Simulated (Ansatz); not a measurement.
**HfN: an elastic constant from a strain scan**

Level of theory: DFT PBEsol, scalar-relativistic, plane waves, PAW (Ansatz 0.2.0). Settings: plane waves to 420 eV, k-mesh 22×22×22 (Γ-centred), Gaussian smearing 0.15 eV. Spin–orbit coupling is left out, which can shift energies with elements as heavy as these. No spin polarisation. Energies are free energies at this smearing, counted from the undisturbed cell; pressure is positive in compression.

Reference structure (relaxed at this level):

```
Hf N
1.0
     0.00000    2.25078    2.25078
     2.25078    0.00000    2.25078
     2.25078    2.25078    0.00000
Hf N
1 1
Direct
  0.00000 0.00000 0.00000
  0.50000 0.50000 0.50000
```

The cell is strained by ε times the Voigt pattern (0, 0, 0, 1, 0, 0) (xx, yy, zz, yz, xz, xy; engineering shear) with fractional coordinates fixed. The cell holds 2 atoms in V0 = 22.80 Å³. The stress column is τ = (1/V0) dE/dε, got from the stress tensor σ (compression positive) at each point as −det(1 + εP) σ : P(1 + εP)⁻¹, with P the pattern as a tensor.

```
      ε  ΔE (meV/atom)  τ (GPa)
-0.0525         12.251   -6.593
-0.0450          8.990   -5.625
-0.0375          6.243   -4.678
-0.0300          3.993   -3.742
-0.0150          0.996   -1.876
 0.0000          0.000    0.000
 0.0150          0.996    1.876
 0.0300          3.993    3.742
 0.0375          6.243    4.678
 0.0450          8.990    5.625
 0.0525         12.251    6.593
 0.0600              ?        ?
```

Question: Which combination of elastic constants does this scan measure, and how large is it?

Answer: For small ε, τ = τ0 + Kε with K = pᵀCp, which for this pattern is C44 in the cubic axes. The parabola through τ at ε = -0.0150, 0 and 0.0150 has slope K = 125 GPa at zero. The energies per cell, E = NΔE, of the same two points give K = 2[E(ε₊)/ε₊ − E(ε₋)/ε₋]/[(ε₊ − ε₋)V0] = 124 GPa, in agreement.

Question: Predict the withheld row at ε = 0.0600 from the harmonic law, and compare.

Answer: ΔE = V0(τ0 ε + Kε²/2)/N = 16.020 meV/atom and τ = 7.50 GPa. The calculation gives 16.033 meV/atom and 7.59 GPa, a miss of 0.1 % of the harmonic energy, so the harmonic law still holds here.

In a metal these slopes depend on the k mesh and the smearing.

Cost: 7 runs of about 8.9 core-minutes in all, on Intel Xeon Processor @ 2.50GHz (Skylake/Cascade Lake) (shared hosts).